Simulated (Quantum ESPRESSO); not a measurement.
## Hf3AlO7F (convergence and cost over cutoff and k mesh)

Computed values, not a measurement. The program is pw.x of Quantum ESPRESSO 7.5 (plane-wave density functional theory). The cell is made up: 12 atoms on a rutile lattice, with randomly drawn elements, strain and displacements, not relaxed. PseudoDojo standard norm-conserving files (v0.5 for PBE, v0.4.1 for LDA and PBEsol) set the functional; there is no spin polarisation, spin-orbit coupling or dispersion term, and the masses in the input are unused placeholders.

The hafnium pseudopotential is less sure than the others, with forces about 3 percent (worst 6) and pressure in oxides about 1.5 GPa (worst 2.7) from a second method in checks, which no rerun with the same files tests.

Input of the run in row 4:

```
&control calculation='scf', pseudo_dir='./dojo.nc.sr.pbe.v0_5.standard.upf', outdir='./o', disk_io='low', tprnfor=.true., tstress=.true. /
&system ibrav=0, nat=12, ntyp=4, nbnd=50, ecutwfc=84.00895049, nosym=.true., tot_charge=0,
 occupations='smearing', smearing='fd', degauss=0.0018374661
/
&electrons conv_thr=7.350e-09, electron_maxstep=60, /
ATOMIC_SPECIES
Al 1.0 Al.upf
F 1.0 F.upf
Hf 1.0 Hf.upf
O 1.0 O.upf
CELL_PARAMETERS angstrom
4.8037 0.0156 -0.0511
0.0156 4.809 0.0117
-0.0676 0.0155 6.56
ATOMIC_POSITIONS angstrom
Hf 0.0207 0.04 -0.0039
Hf 2.4671 2.3123 1.5864
Al 0.0801 -0.0902 3.3329
Hf 2.2765 2.5026 4.8449
O 1.453 1.4993 0.001
O 3.605 3.349 0.0139
F 3.867 0.925 1.6757
O 0.984 3.8033 1.6538
O 1.4292 1.4499 3.2362
O 3.3243 3.3746 3.2499
O 3.725 1.0188 4.9976
O 0.8851 3.9186 4.9093
K_POINTS automatic
5 5 4 1 1 1
```

The same cell was run at these settings. Meshes are shifted by half a step, and differences are from the last row, which is itself not exact.

| cutoff (eV) | k mesh | k points solved | threshold (eV) | free energy less the last row's (eV) | pressure (GPa) | largest stress difference (GPa) | largest force difference (eV/Å) | iterations | wall time (s) | k-point pools | processor |
| --- | --- | --- | --- | --- | --- | --- | --- | --- | --- | --- | --- |
| 800 | 2 x 2 x 2 | 4 | 1e-04 | 1.266 | -15.73 | 9.51 | 0.028 | 11 | 67 | 1 | AMD EPYC, Zen 5 class |
| 1143 | 1 x 1 x 1 | 1 | 1e-07 | 1.039 | -4.39 | 4.56 | 0.917 | 15 | 40 | 4 | Intel Xeon, older |
| 792 | 5 x 5 x 4 | 50 | 1e-07 | 1.414 | -16.61 | 10.37 | 0.011 | 14 | 175 | 4 | Intel Xeon, older |
| 1143 | 5 x 5 x 4 | 50 | 1e-07 | 0.003 | -6.32 | 0.03 | 0.002 | 14 | 278 | 4 | Intel Xeon, older |
| 1437 | 7 x 7 x 6 | 147 | 1e-07 | 0.000 | -6.29 | 0.00 | 0.000 | 14 | 3484 | 1 | AMD EPYC, Zen 5 class |

Each pool is one process. Wall times include start-up and a band step at six k points, which weighs most on the coarsest meshes. The runs were on shared virtual cores whose load varied, so times are rough.